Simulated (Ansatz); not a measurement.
Bi:
```xyz
2
Lattice="4.5886 0.0000 0.0000 0.0000 4.5886 0.0000 0.0000 0.0000 3.2661" Properties=species:S:1:pos:R:3 pbc="T T T"
Bi     0.0000     2.2943     1.7173
Bi     2.2943     0.0000     1.5488
```

Relaxed with r²SCAN. Special points in fractions of this cell's reciprocal vectors: Γ (0.000, 0.000, 0.000); X (0.000, 0.500, 0.000); M (0.500, 0.500, 0.000); Z (0.000, 0.000, 0.500); R (0.000, 0.500, 0.500); A (0.500, 0.500, 0.500).

Question: List the band energies nearest the Fermi level at these points for plane-wave PAW r²SCAN (Ansatz code).

Answer: In eV from the Fermi level; about four levels below and three above (degenerate sets whole), none deeper than 8.9 eV; points with the same levels are listed once.

```
k                    below                above
-  -----------------------  -------------------
Γ              -3.31 -3.31  3.09 3.22 3.34 3.34
X  -1.03 -1.03 -1.01 -1.01  4.86 4.86 8.61 8.61
M              -5.21 -5.21  5.16 5.16 5.33 5.33
Z  -5.14 -1.54 -1.54 -1.50       4.99 4.99 5.76
R              -3.66 -3.66  0.85 0.85 1.08 1.08
A  -3.35 -3.35 -3.30 -3.30  2.97 2.97 7.48 7.48
```

Space group P4/nmm. The first step of the workflow began from a Materials Project structure, measured or hypothetical; the Crystallography Open Database copy checked does not list it. It is not the phase usual at ambient conditions (space group No. 166). Symmetry was held in the r²SCAN relaxation; whether a distortion lowers the energy is not shown. Scalar-relativistic: spin–orbit coupling is off unless named, which matters more the heavier the elements.

Potentials: the later of the program's two PAW sets.
